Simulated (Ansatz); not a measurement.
Calculated coordination and ¹⁷O quadrupole coupling for LiH₃O₂

Cell: an entry of the Crystallography Open Database (COD; perhaps a calculated or model structure) whose atoms were relaxed with PBE, the cell held.

```cif
data_LiH3O2
_symmetry_space_group_name_H-M 'C2/m'
_symmetry_Int_Tables_number 12
_cell_length_a 7.4153
_cell_length_b 8.3054
_cell_length_c 3.1950
_cell_angle_alpha 90.000
_cell_angle_beta 110.107
_cell_angle_gamma 90.000
loop_
_atom_site_label
_atom_site_type_symbol
_atom_site_symmetry_multiplicity
_atom_site_Wyckoff_symbol
_atom_site_fract_x
_atom_site_fract_y
_atom_site_fract_z
Li Li 4 h 0.5000 0.8467 0.5000
H3 H 4 i 0.2622 0.0000 0.6664
H5 H 8 j 0.6128 0.6317 0.1367
O9 O 4 i 0.2842 0.0000 0.3825
O11 O 4 g 0.5000 0.7072 0.0000
```

One atom of each set is listed; the run and its k-mesh use a cell of 12 atoms with edges of 5.57, 5.57, 3.19 Å.

All values are calculated (Ansatz; DFT, PBE, plane waves and PAW, scalar-relativistic, 420 eV cutoff, Γ-centred 4×4×7 k-points, Fermi–Dirac smearing 0.02 eV), not measured.

Q(¹⁷O) = -25.58 mb.

Question: Order the O environments from the weakest to the strongest quadrupole coupling.
A. O9: 1 H at 0.98 Å, 2 Li at 1.98 Å; also 2 H at 1.66 Å
B. O11: 2 H at 1.02 Å, 2 Li at 1.97 Å

Answer: B (6.81 MHz, η = 0.83), A (7.72 MHz, η = 0.02).

At O9 V_zz points along its shortest bond, to H (within 2°). Like point charges on the first shell alone (each adding as 1/d³) would give the same order.
